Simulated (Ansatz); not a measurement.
AlGaAs$_{2}$:
```
CELL_PARAMETERS angstrom
      4.01068     0.00000     0.00000
      0.00000     4.01068     0.00000
      0.00000     0.00000     5.65952
ATOMIC_POSITIONS crystal
  Ga 0.00000 0.00000 0.00000
  As 0.50000 0.00000 0.25021
  Al 0.50000 0.50000 0.50000
  As 0.00000 0.50000 0.74979
```

Relaxed with PBEsol. Special points in fractions of this cell's reciprocal vectors: Γ (0.000, 0.000, 0.000); X (0.000, 0.500, 0.000); M (0.500, 0.500, 0.000); Z (0.000, 0.000, 0.500); R (0.000, 0.500, 0.500); A (0.500, 0.500, 0.500).

### Question
List the band energies nearest the valence-band maximum at these points for DFT-PBEsol with spin–orbit coupling in the program Ansatz with PAW potentials.

### Answer
In eV from the valence-band maximum; about four levels below and three above (degenerate sets whole), none deeper than 8.9 eV; points with the same levels are listed once.

```csv
k,below,above
Γ,-0.03 -0.03 0.00 0.00,0.91 0.91 1.30 1.30
X,-1.18 -1.18 -1.15 -1.15,2.75 2.75 3.03 3.03
M,-2.49 -2.49 -2.43 -2.43,1.25 1.25 1.26 1.26
Z,-1.57 -1.57 -1.44 -1.44,1.87 1.87 2.27 2.27
R,-1.01 -1.01 -0.95 -0.95,0.91 0.91 1.88 1.88
A,-3.19 -3.19 -3.18 -3.18,4.29 4.29 4.30 4.30
```

Space group P-4m2. The start of the workflow was typed in or built on a structure type; neither database checked (COD, Materials Project) lists it. Whether it is the stable phase at ambient conditions was not checked. Symmetry was held in the PBEsol relaxation; whether a distortion lowers the energy is not shown.

Potentials: the later of the program's two PAW sets.
